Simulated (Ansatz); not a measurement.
Cl (fcc (Cu type), Fm-3m) at seven volumes, the program Ansatz at the PBE level (PAW), scaled uniformly. One row is withheld.

```csv
V (Å³/atom),P (GPa)
19.267,3.78
19.903,2.28
20.538,1.03
21.173,0.00
21.808,-0.85
22.443,-1.55
23.079,?
```

### Question
Fit the shown pressures and predict the withheld one.

### Answer
P = (3/2)B₀(x^(7/2) − x^(5/2))[1 + (3/4)(B′ − 4)(x − 1)] with x = (V₀/V)^(2/3). Least squares on the six rows gives V₀ = 21.174 Å³/atom, B₀ = 31.1 GPa, B′ = 5.33. At V = 23.079, x = 0.9442 and P = -2.13 GPa. The run itself gave -2.13 GPa.

The cell is a constructed one: a structure type filled with these elements; neither database checked (COD, Materials Project) lists it. It is not the usual solid phase (space group No. 64). Symmetry was held in the PBE relaxation; its stability against distortions is not shown here. The substance is a gas or liquid at ambient conditions.

Potentials: the later of the program's two PAW sets.
